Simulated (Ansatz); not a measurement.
Structure: YAl2N3, ordered on the rocksalt lattice (I4/mmm) with 6 atoms a cell, at its r2SCAN minimum. The symmetry is I4/mmm (No. 139, tetragonal); a = 3.206 Å, c = 12.717 Å in the conventional setting, 10.89 Å³ an atom. Y is surrounded by 6 N at 2.27 Å; N is surrounded by 5 Al at 1.89–2.27 Å and 1 Y at 2.27 Å; Al is surrounded by 6 N at 1.89–2.27 Å; N is surrounded by 2 Al at 2.20 Å and 4 Y at 2.27 Å.

```yaml
crystal:
  lattice:
    - [-1.60309, 1.60309, 6.35857]
    - [1.60309, -1.60309, 6.35857]
    - [1.60309, 1.60309, -6.35857]
  atoms:
    - { symbol: Y, position: [0.00000, 0.00000, 0.00000] }
    - { symbol: N, position: [0.82123, 0.82123, 0.00000] }
    - { symbol: Al, position: [0.32737, 0.32737, 0.00000] }
    - { symbol: N, position: [0.17877, 0.17877, 0.00000] }
    - { symbol: Al, position: [0.67263, 0.67263, 0.00000] }
    - { symbol: N, position: [0.50000, 0.50000, 0.00000] }
```

The questions ask for values computed with the PAW code Ansatz on this geometry. The calculation is non-magnetic, and the structure need not be a phase that has been made.

Given (12×12×12 mesh): r2SCAN gives an indirect gap of 1.35 eV, from Γ to M; the least direct gap is 1.40 eV at Γ.

(1) How does the gap change from r2SCAN to PBE (12×12×12)?

(2) How does the gap change from r2SCAN to PBE+SOC (12×12×12)?

(3) How does the gap change from r2SCAN to HSE06 (6×6×6)?

## Answers

(1) The PBE gap is indirect, 0.90 eV (Γ to M), below the direct gap of 0.96 eV at Γ. The gap differs by -0.45 eV from r2SCAN's.

(2) The PBE+SOC gap is indirect, 0.88 eV (Γ to M), below the direct gap of 0.94 eV at Γ. Spin-orbit coupling itself accounts for -0.024 eV. The gap differs by -0.47 eV from r2SCAN's.

(3) HSE06 gives an indirect gap of 1.95 eV, from Γ to M; the least direct gap is 2.01 eV at Γ. The gap differs by +0.60 eV from r2SCAN's.

Only the levels marked +SOC include spin-orbit coupling.
